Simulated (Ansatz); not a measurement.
Mg:
```
CELL_PARAMETERS angstrom
      5.75302     0.00000     0.00000
     -2.87651     4.98226     0.00000
      0.00000     0.00000     5.69824
ATOMIC_POSITIONS crystal
  Mg 0.00000 0.00000 0.25379
  Mg 0.00000 0.00000 0.74621
  Mg 0.33333 0.66667 0.50000
  Mg 0.66667 0.33333 0.50000
  Mg 0.00000 0.50000 0.00000
  Mg 0.50000 0.00000 0.00000
  Mg 0.50000 0.50000 0.00000
```

Relaxed with r²SCAN. Special points in fractions of this cell's reciprocal vectors: Γ (0.000, 0.000, 0.000); M (0.500, 0.000, 0.000); K (0.333, 0.333, 0.000); A (0.000, 0.000, 0.500); L (0.500, 0.000, 0.500); H (0.333, 0.333, 0.500).

Problem. List the band energies nearest the Fermi level at these points for r²SCAN in the plane-wave PAW code Ansatz.

Solution. In eV from the Fermi level; about four levels below and three above (degenerate sets whole), none deeper than 8.9 eV; points with the same levels are listed once.

| k | below | above |
|---|---|---|
| Γ | -1.33 -1.33 -0.75 -0.73 -0.73 | 2.98 3.33 3.33 |
| M | -1.18 -1.18 -0.73 -0.56 | 1.99 2.02 2.10 |
| K | -0.68 -0.68 -0.13 -0.13 | 0.14 0.70 0.70 |
| A | -1.06 -0.61 -0.61 -0.06 | 0.30 0.30 0.40 0.40 |
| L | -1.95 -1.61 -1.17 -0.81 | 3.47 3.81 4.13 |
| H | -4.32 -4.32 -4.32 -3.60 -3.60 -3.60 | 1.19 1.19 2.39 |

Space group P6/mmm. The start of the workflow was typed in or built on a structure type; the Crystallography Open Database copy checked does not list it. It is not the phase usual at ambient conditions (space group No. 194). The r²SCAN relaxation kept the symmetry of its start; its stability against distortions is not shown here.

Potentials: the earlier of the program's two PAW sets.
